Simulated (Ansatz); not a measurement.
TiC (rock salt, space group No. 225) under volume change, PBEsol (plane waves, PAW; program Ansatz), scaled uniformly.

```
V (Å³/atom)  E − E(relaxed) (meV/atom)  P (GPa)
-----------  -------------------------  -------
9.001                             78.0    30.38
9.298                             32.9    18.69
9.595                              7.8     8.64
9.891                              0.0    -0.01
10.188                             7.1    -7.45
10.485                            27.0   -13.86
10.782                            57.9   -19.38
```

Task: What does a third-order Birch–Murnaghan fit give for V₀, B₀ and B′?

Result: V₀ = 9.89 Å³/atom, B₀ = 267 GPa, B′ = 4.0.

Space group Fm-3m (rock salt). Symmetry was held in the PBEsol relaxation. No spin polarisation was allowed.

Potentials: the later of the program's two PAW sets.
